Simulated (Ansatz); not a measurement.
**Relaxation of BaGe in the CrB-type structure, step by step**

The computed numbers are results of PBEsol, scalar-relativistic (no spin polarisation) in the plane-wave PAW code Ansatz at 420 eV, Γ-centred 8×8×8 mesh, 0.05 eV Gaussian smearing; PAW files: Ansatz's generated set soft_2.

The start was a prototype's sites filled with these elements; the Crystallography Open Database holds the compound in this structure.

```yaml
crystal:
  lattice:
    - [2.3416950132, -6.1880128108, 0.0]
    - [2.3416950132, 6.1880128108, 0.0]
    - [0.0, 0.0, 4.6148265298]
  atoms:
    - { symbol: Ba, position: [0.85475, 0.14525, 0.25] }
    - { symbol: Ba, position: [0.14525, 0.85475, 0.75] }
    - { symbol: Ge, position: [0.564, 0.436, 0.25] }
    - { symbol: Ge, position: [0.436, 0.564, 0.75] }
basis:
  ecutwfc: 420
  ecutrho_ratio: 4
kpoints:
  mp_grid: { grid: [8, 8, 8] }
hamiltonian:
  xc: pbesol
scf:
  occupations: { method: gaussian, width: 0.05 }
output:
  forces: true
  stress: true
  eigenvalues: true
relax:
  f_tol: 0.01
  max_steps: 60
  cell: { stress_tol: 0.04 }
```

Launched as:
```sh
ansatz run input.yaml --threads 4 --pin off --max-ram 8192MiB --backend cpu --events-out ev --progress --plain --runs-dir out
```

Positions (Å) and forces (eV/Å) at the first step:

```xyz
4
Lattice="2.342 -6.188 0.000 2.342 6.188 0.000 0.000 0.000 4.615" Properties=species:S:1:pos:R:3:forces:R:3 pbc="T T T"
Ba    2.342   -4.390    1.154    0.000   -0.458    0.000
Ba    2.342    4.390    3.461    0.000    0.458    0.000
Ge    2.342   -0.792    1.154    0.000    0.341    0.000
Ge    2.342    0.792    3.461    0.000   -0.341    0.000
```

Problem. Where does the relaxation end?

Solution. After 6 further evaluations the energy is 70.0 meV/atom lower and the largest force component 0.002 eV/Å; space group Cmcm.
```xyz
4
Lattice="2.494 -5.980 0.000 2.494 5.980 0.000 0.000 0.000 4.240" Properties=species:S:1:pos:R:3 pbc="T T T"
Ba    2.494   -4.330    1.060
Ba    2.494    4.330    3.180
Ge    2.494   -0.768    1.060
Ge    2.494    0.768    3.180
```

The course:

```
step  E − E(end) (meV/atom)  largest force component (eV/Å)  P (GPa)  a (Å)  b (Å)  c (Å)  accepted
   1                  70.04                           0.458    -2.20  6.616  6.616  4.615       yes
   2                  10.64                           0.105    -0.30  6.509  6.509  4.392       yes
   3                   1.11                           0.159     0.32  6.490  6.490  4.212       yes
   4                   0.12                           0.051     0.00  6.492  6.492  4.236       yes
   5                  -0.02                           0.006    -0.03  6.484  6.484  4.242       yes
   6                  -0.04                           0.002     0.00  6.480  6.480  4.240       yes
   7                   0.00                           0.002     0.00  6.480  6.480  4.240       yes
```

Late in the path the plane-wave basis is renewed for the changed cell, which shifts energy and pressure at the same geometry (Pulay error), so rows before the renewal hold an offset.

Step 5 in full:

```xyz
4
Lattice="2.493 -5.986 0.000 2.493 5.986 0.000 0.000 0.000 4.242" Properties=species:S:1:pos:R:3:forces:R:3 pbc="T T T"
Ba    2.493   -4.333    1.060    0.000   -0.006    0.000
Ba    2.493    4.333    3.181    0.000    0.006    0.000
Ge    2.493   -0.768    1.060    0.000   -0.005    0.000
Ge    2.493    0.768    3.181    0.000    0.005    0.000
```

Cost: 61 s on 4 threads of Arm Neoverse V1, on a shared host, peak memory 0.62 GiB.

No spin–orbit coupling, a notable omission for heavy elements.
